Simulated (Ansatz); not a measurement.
HfO2:
```cif
data_HfO2
_chemical_formula_sum 'Hf1 O2'
_space_group_name_H-M_alt 'P 1'
_space_group_IT_number 1
_cell_length_a 3.53679
_cell_length_b 3.53679
_cell_length_c 3.53679
_cell_angle_alpha 60.000
_cell_angle_beta 60.000
_cell_angle_gamma 60.000
loop_
_space_group_symop_operation_xyz
  'x, y, z'
loop_
_atom_site_label
_atom_site_type_symbol
_atom_site_fract_x
_atom_site_fract_y
_atom_site_fract_z
_atom_site_occupancy
Hf1 Hf 0.00000 0.00000 0.00000 1
O1 O 0.75000 0.75000 0.75000 1
O2 O 0.25000 0.25000 0.25000 1
```

Relaxed with LDA.

### Question
Which orbitals make up the states near the band edges in LDA in the plane-wave PAW code Ansatz?

### Answer
Top 1 eV of the valence band: O 2p 93 %. Bottom 1 eV of the conduction band: Hf 5d 83 %, O 2p 13 %. Projections are on Löwdin-orthogonalised atomic valence shells; empty p or d shells of many metals are not among them.

### Question
Tabulate the density of states.

### Answer
States/eV per cell of 3 atoms, in 0.25 eV bins, energy from the valence-band maximum.

| E (eV) | total | O 2p | Hf 5d | O 2s |
|---|---|---|---|---|
| -7.85 | 0.00 | 0.00 | 0.00 | 0.00 |
| -7.60 | 0.00 | 0.00 | 0.00 | 0.00 |
| -7.35 | 0.00 | 0.00 | 0.00 | 0.00 |
| -7.10 | 0.00 | 0.00 | 0.00 | 0.00 |
| -6.85 | 0.07 | 0.04 | 0.02 | 0.00 |
| -6.60 | 0.24 | 0.15 | 0.06 | 0.00 |
| -6.35 | 0.35 | 0.23 | 0.09 | 0.00 |
| -6.10 | 0.48 | 0.31 | 0.12 | 0.01 |
| -5.85 | 0.63 | 0.42 | 0.15 | 0.01 |
| -5.60 | 1.28 | 0.87 | 0.33 | 0.01 |
| -5.35 | 2.44 | 1.66 | 0.68 | 0.01 |
| -5.10 | 3.30 | 2.28 | 0.90 | 0.01 |
| -4.85 | 2.04 | 1.45 | 0.50 | 0.01 |
| -4.60 | 2.94 | 2.17 | 0.60 | 0.03 |
| -4.35 | 2.51 | 1.93 | 0.41 | 0.03 |
| -4.10 | 1.67 | 1.31 | 0.25 | 0.03 |
| -3.85 | 2.42 | 1.89 | 0.34 | 0.05 |
| -3.60 | 2.00 | 1.62 | 0.23 | 0.04 |
| -3.35 | 1.40 | 1.14 | 0.15 | 0.04 |
| -3.10 | 0.85 | 0.69 | 0.10 | 0.03 |
| -2.85 | 1.33 | 1.08 | 0.15 | 0.05 |
| -2.60 | 1.72 | 1.44 | 0.18 | 0.03 |
| -2.35 | 2.03 | 1.72 | 0.20 | 0.03 |
| -2.10 | 2.08 | 1.78 | 0.20 | 0.03 |
| -1.85 | 2.16 | 1.86 | 0.19 | 0.03 |
| -1.60 | 2.78 | 2.40 | 0.27 | 0.03 |
| -1.35 | 4.04 | 3.58 | 0.33 | 0.02 |
| -1.10 | 2.35 | 2.13 | 0.13 | 0.02 |
| -0.85 | 2.74 | 2.53 | 0.12 | 0.02 |
| -0.60 | 1.26 | 1.18 | 0.03 | 0.01 |
| -0.35 | 0.67 | 0.64 | 0.01 | 0.01 |
| -0.10 | 0.23 | 0.23 | 0.00 | 0.00 |
| 0.15 | 0.00 | 0.00 | 0.00 | 0.00 |
| 0.40 | 0.00 | 0.00 | 0.00 | 0.00 |
| 0.65 | 0.00 | 0.00 | 0.00 | 0.00 |
| 0.90 | 0.00 | 0.00 | 0.00 | 0.00 |
| 1.15 | 0.00 | 0.00 | 0.00 | 0.00 |
| 1.40 | 0.00 | 0.00 | 0.00 | 0.00 |
| 1.65 | 0.00 | 0.00 | 0.00 | 0.00 |
| 1.90 | 0.00 | 0.00 | 0.00 | 0.00 |
| 2.15 | 0.00 | 0.00 | 0.00 | 0.00 |
| 2.40 | 0.00 | 0.00 | 0.00 | 0.00 |
| 2.65 | 0.00 | 0.00 | 0.00 | 0.00 |
| 2.90 | 0.00 | 0.00 | 0.00 | 0.00 |
| 3.15 | 0.00 | 0.00 | 0.00 | 0.00 |
| 3.40 | 0.00 | 0.00 | 0.00 | 0.00 |
| 3.65 | 0.03 | 0.01 | 0.02 | 0.00 |
| 3.90 | 0.41 | 0.06 | 0.32 | 0.00 |
| 4.15 | 1.11 | 0.16 | 0.88 | 0.00 |
| 4.40 | 5.41 | 0.68 | 4.50 | 0.05 |
| 4.65 | 2.76 | 0.35 | 2.35 | 0.01 |
| 4.90 | 2.30 | 0.21 | 2.06 | 0.00 |
| 5.15 | 2.75 | 0.22 | 2.48 | 0.01 |
| 5.40 | 1.24 | 0.07 | 1.16 | 0.00 |
| 5.65 | 0.00 | 0.00 | 0.00 | 0.00 |
| 5.90 | 0.00 | 0.00 | 0.00 | 0.00 |
| 6.15 | 0.02 | 0.00 | 0.00 | 0.01 |
| 6.40 | 0.05 | 0.00 | 0.00 | 0.02 |
| 6.65 | 0.08 | 0.01 | 0.00 | 0.02 |
| 6.90 | 0.20 | 0.01 | 0.05 | 0.05 |
| 7.15 | 2.25 | 0.12 | 1.15 | 0.42 |
| 7.40 | 4.02 | 0.26 | 2.50 | 0.67 |
| 7.65 | 1.44 | 0.15 | 0.88 | 0.19 |
| 7.90 | 1.69 | 0.22 | 1.12 | 0.19 |
| 8.15 | 1.50 | 0.25 | 0.99 | 0.13 |
| 8.40 | 1.46 | 0.28 | 0.95 | 0.09 |

Space group Fm-3m (fluorite). This is a known high-temperature phase of the composition, computed here at zero pressure and temperature. The LDA relaxation kept the symmetry of its start. At this level the phase is dynamically unstable (imaginary phonons). The run is not spin-polarised. Spin–orbit coupling is left out wherever it is not named.

Potentials: the earlier of the program's two PAW sets.
